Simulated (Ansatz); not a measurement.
A geometry of WSe2 away from equilibrium: step 2 of the relaxation of a relaxed WSe2 cell stretched uniformly to 115 % of its volume. These are r2SCAN (plane waves to 500 eV, PAW, scalar-relativistic; Ansatz, a program for electronic structure) values and carry that method's errors. Γ-centred k-mesh 8×8×2 on the run's cell (coarser than for final values), Fermi–Dirac smearing 0.05 eV. The plane waves were selected for a different cell earlier on the path.

```yaml
crystal:
  lattice:
    - [3.30437, 0.00000, 0.00000]
    - [-1.65219, 2.86167, 0.00000]
    - [0.00000, 0.00000, 13.83912]
  atoms:
    - { symbol: W, position: [0.33333, 0.66667, 0.25000] }
    - { symbol: W, position: [0.66667, 0.33333, 0.75000] }
    - { symbol: Se, position: [0.33333, 0.66667, 0.64022] }
    - { symbol: Se, position: [0.66667, 0.33333, 0.14022] }
    - { symbol: Se, position: [0.66667, 0.33333, 0.35978] }
    - { symbol: Se, position: [0.33333, 0.66667, 0.85978] }
```

Q: Give the Cartesian forces on all atoms (eV/Å).

A: 
```csv
atom,Fx,Fy,Fz
W1,0.00,0.00,0.00
W2,0.00,0.00,0.00
Se3,0.00,0.00,-3.25
Se4,0.00,0.00,-3.25
Se5,0.00,0.00,3.25
Se6,0.00,0.00,3.25
```

The path ends in P6₃/mmc (No. 194) (AFLOW prototype AB2_hP6_194_c_f (C7, as in MoS2)). No spin polarisation in the result. Without a van der Waals term the distances between weakly bound units are poorly fixed.

The run could not lose the symmetry of its start.

Without dispersion the volume is uncertain too.
